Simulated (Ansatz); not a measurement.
An Ansatz run on a 12-atom cell of Zr3SnO8 built on the rutile structure (relaxed group Cmmm) left the output below. Cell and atoms come from a relaxation with r2SCAN.

Structure:
```
CELL_PARAMETERS angstrom
3.43593 -3.41561 0.00000
3.43593 3.41561 0.00000
0.00000 0.00000 6.48950
ATOMIC_POSITIONS crystal
Zr 0.50000 0.50000 0.24873
Sn 0.00000 0.00000 0.00000
O 0.19372 0.19372 0.24636
O 0.80628 0.80628 0.24636
O 0.69737 0.30263 0.00000
O 0.30263 0.69737 0.00000
Zr 0.50000 0.50000 0.75127
Zr 0.00000 0.00000 0.50000
O 0.19372 0.19372 0.75364
O 0.80628 0.80628 0.75364
O 0.69376 0.30624 0.50000
O 0.30624 0.69376 0.50000
```

Output, abridged:
```
scf.n_extra_bands = 14 over 98 filled bands (N_el = 98.0): the run solves 112 bands
Pseudopotential: Zr, paw_fr, valence charge 12, recommended cutoff 420 eV (normal)
Pseudopotential: Sn, paw_fr, valence charge 14, recommended cutoff 420 eV (normal)
Pseudopotential: O, paw_fr, valence charge 6, recommended cutoff 420 eV (normal)
Functional definition: PBE
Crystal: 12 atoms, lattice volume = 152.319 Å³
Basis set: ecut = 420 eV, 2977 PW (Γ)
Symmetry: 8 space group operations + 8 with time reversal
Magnetic group: BNS 65.482 (UNI 580)
k-points: 39 of 144
preconditioner: auto → Resta (q_TF=auto, 2.535 Å⁻¹)  ε∞=4.4  [insulator: Δε(μ)=2.895 eV  ℏωp=28.9 eV]
NSCF: frozen V_eff on 9 k-points
Magnetization: |M| = 0.0000 μB,  M = (+0.0000, +0.0000, +0.0000) μB
Free energy (F): -23135.120480 eV
Fermi energy:    9.085015 eV
--- Forces (eV/Å), atoms counted from 1 ---
  atom   1  Zr      0.00000      0.00000      0.02104
  atom   2  Sn      0.00000      0.00000      0.00000
  atom   3  O       0.14821      0.00000      0.16319
  atom   4  O     -0.14821      0.00000      0.16319
  atom   5  O       0.00000      0.21072      0.00000
  atom   6  O       0.00000    -0.21072      0.00000
  atom   7  Zr      0.00000      0.00000    -0.02104
  atom   8  Zr      0.00000      0.00000      0.00000
  atom   9  O       0.14821      0.00000    -0.16319
  atom  10  O     -0.14821      0.00000    -0.16319
  atom  11  O       0.00000    -0.00956      0.00000
  atom  12  O       0.00000      0.00956      0.00000
--- Stress (GPa, compression-positive) ---
        4.055669       0.000000       0.000000
        0.000000       4.285692       0.000000
        0.000000       0.000000       4.346526
  P = ⅓ Tr σ = 4.2293 GPa (42.293 kbar)
--- Band table (eV; the first three rows and the last of 39) ---
  k-point 0: bands = […, 8.3216, 8.3216, 8.4730, 8.4730, 8.5398, 8.5398, 9.0850, 9.0850, 11.8512, 11.8512, 13.0694, 13.0694, 13.6094, 13.6094, …]
  k-point 1: bands = […, 8.2039, 8.2039, 8.3666, 8.3666, 8.4560, 8.4560, 8.9735, 8.9735, 12.2771, 12.2771, 13.3683, 13.3683, 13.4076, 13.4076, …]
  k-point 2: bands = […, 8.1992, 8.1992, 8.3967, 8.3967, 8.5371, 8.5371, 8.6602, 8.6602, 13.0387, 13.0387, 13.2542, 13.2542, 13.2867, 13.2867, …]
  k-point 38: bands = […, 8.1408, 8.1408, 8.1934, 8.1934, 8.2656, 8.2656, 8.3841, 8.3841, 13.1343, 13.1343, 13.4315, 13.4315, 13.6679, 13.6679, …]
```

Task: Write the input file that gave this output, leaving the band path aside.

Result:
```yaml
crystal:
  # lattice and atoms as above
kpoints:
  mp_grid: { grid: [6, 6, 4] }
hamiltonian:
  xc: pbe
scf:
  occupations: { method: fixed }
  n_extra_bands: 14
magnetization:
  noncollinear: true
  spin_orbit: true
output:
  forces: true
  stress: true
  eigenvalues: true
```
A single point prints forces and stress when the output block asks for them. Each band holds one electron and the count is doubled, so the run is non-collinear with spin-orbit coupling. This is the file that was run; thresholds and some counts can't be read off the log exactly.

Task: It ran on 1 × NVIDIA H100 80GB HBM3 with 2 threads of AMD EPYC 7R13 Processor (Zen 3), on a shared host, load about 0.8 per core. About how long did it take, and what peak of host memory did it reach?

Result: About 22 s, with a peak of 1.3 GiB.

Note: simulated data, non-magnetic, for a generated structure that need not be the stable one.
